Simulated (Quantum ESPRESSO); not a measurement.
MgAl3N3O, convergence and cost over cutoff and k mesh

Simulated, not a measurement. The program is pw.x of Quantum ESPRESSO 7.5 (plane-wave density functional theory). The cell is made up: 8 atoms on a rocksalt lattice, with randomly drawn elements, strain and displacements, not relaxed. PseudoDojo standard norm-conserving files (v0.5 for PBE, v0.4.1 for LDA and PBEsol) set the functional; there is no spin polarisation, spin-orbit coupling or dispersion term, and the masses in the input are unused placeholders.

Input of the run in row 2:

```
&control calculation='scf', pseudo_dir='./dojo.nc.sr.pbe.v0_5.standard.upf', outdir='./o', disk_io='medium', tprnfor=.true., tstress=.true. /
&system ibrav=0, nat=8, ntyp=4, nbnd=26, ecutwfc=84.00895049, nosym=.true., tot_charge=0,
 occupations='smearing', smearing='fd', degauss=0.0018374661
/
&electrons conv_thr=7.350e-09, electron_maxstep=60, /
ATOMIC_SPECIES
Al 1.0 Al.upf
Mg 1.0 Mg.upf
N 1.0 N.upf
O 1.0 O.upf
CELL_PARAMETERS angstrom
4.0193 0.003 0.0475
0.003 4.0929 0.0246
0.0475 0.0246 4.0102
ATOMIC_POSITIONS angstrom
Mg -0.0073 -0.0324 -0.0541
Al -0.0249 2.0497 2.0435
Al 2.0042 -0.0151 2.086
Al 1.9795 2.0195 0.0307
N 2.0437 -0.0672 -0.0523
N 2.023 2.1195 2.023
O 4.0179 0.0302 1.9887
N 4.0421 2.113 0.1061
K_POINTS automatic
4 4 4 1 1 1
```

The same cell was run at these settings. Meshes are shifted by half a step, and differences are from the last row, which is itself not exact.

```
cutoff (eV)     k mesh  k points solved  threshold (eV)  free energy less the last row's (eV)  pressure (GPa)  largest stress difference (GPa)  largest force difference (eV/Å)  iterations  wall time (s)  k-point pools              processor
        800  2 x 2 x 2                4           1e-04                                 1.310           -4.23                            20.49                            0.047           7              9              1  AMD EPYC, Zen 5 class
       1143  4 x 4 x 4               32           1e-07                                 0.003           15.87                             0.00                            0.003          10             74              1  AMD EPYC, Zen 5 class
       1437  6 x 6 x 6              108           1e-07                                 0.000           15.87                             0.00                            0.000          10            341              1  AMD EPYC, Zen 5 class
```

Each pool is one process. Wall times include start-up and a band step at six k points, which weighs most on the coarsest meshes. The runs were on shared virtual cores whose load varied, so times are rough.